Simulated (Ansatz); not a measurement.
Relaxed SiC (wurtzite):

```xyz
4
Lattice="3.0920 0.0000 0.0000 -1.5460 2.6777 0.0000 0.0000 0.0000 5.0743" Properties=species:S:1:pos:R:3 pbc="T T T"
Si     1.5460     0.8926     0.0026
Si     0.0000     1.7851     2.5398
C      1.5460     0.8926     3.1698
C      0.0000     1.7851     0.6327
```

Two-dimensional scan of atom 2 (Si, nearest neighbour C at 1.893 Å; its periodic images, 3.1 Å or more away, move with it): u runs along (1.000, 0.000, 0.000), v along (0.000, 1.000, 0.000) (Cartesian). Cell and other atoms are fixed.

These are PBE (plane waves to 420 eV, PAW, scalar-relativistic; Ansatz, a first-principles code) values and carry that method's errors. k mesh 10×10×5 (Γ-centred), Fermi-Dirac smearing 0.05 eV. Energies are smeared free energies. Points where atoms come too close for the PAW data are left out (x in tables, blank in figures). SiC was relaxed with its symmetry unable to fall.

Changes of ΔE (meV/cell) from the point u = 0.000 Å, v = 0.000 Å when one coordinate moves alone (two changes are said to add if the coupling is within 5 % of the smaller one, nearly so within 20 %):

```
point                      change
-------------------------  ------
u = 0.000 Å, v = -0.620 Å  1920.2
u = 0.000 Å, v = -0.310 Å   691.0
u = -0.620 Å, v = 0.000 Å  4215.4
u = -0.310 Å, v = 0.000 Å   962.6
u = 0.310 Å, v = 0.000 Å    962.6
u = 0.620 Å, v = 0.000 Å   4215.4
u = 0.000 Å, v = 0.310 Å   1244.6
```

Question: What is the change at u = -0.620 Å, v = 0.310 Å, where both move, and how far is it from the sum?

Answer: The sum of the single changes is 4215.4 + (1244.6) = 5460.0; the calculation gives 2218.7, so the coupling contributes -3241.3 (over 20 % of the smaller single change, not additive).

Question: What is the change at u = -0.310 Å, v = -0.620 Å, where both move, and how far is it from the sum?

Answer: The sum of the single changes is 962.6 + (1920.2) = 2882.8; the calculation gives 4745.2, so the coupling contributes 1862.4 (over 20 % of the smaller single change, not additive).

Question: Do the two effects add at u = 0.310 Å, v = -0.310 Å? Give the computed change.

Answer: The sum of the single changes is 962.6 + (691.0) = 1653.6; the calculation gives 2595.8, so the coupling contributes 942.2 (over 20 % of the smaller single change, not additive).

(A displaced cell: forces are minus the slopes of the energy, force constants its curvatures, and phonons follow from these.)
